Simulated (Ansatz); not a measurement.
Task: HfO2 (fluorite, Fm-3m) is relaxed with DFT-r²SCAN in the program Ansatz with PAW potentials. What lattice parameters of the conventional cell result?

Result: a = 5.058 Å.

Task: Is it a metal or does it have a gap at this level?

Result: A gap of 4.30 eV, direct.

This is a known high-temperature phase of the composition, computed here at zero pressure and temperature. Symmetry was held in the r²SCAN relaxation. At this level the phase is dynamically unstable (imaginary phonons). No spin polarisation was allowed. Spin–orbit coupling is left out wherever it is not named.

Potentials: the later of the program's two PAW sets.
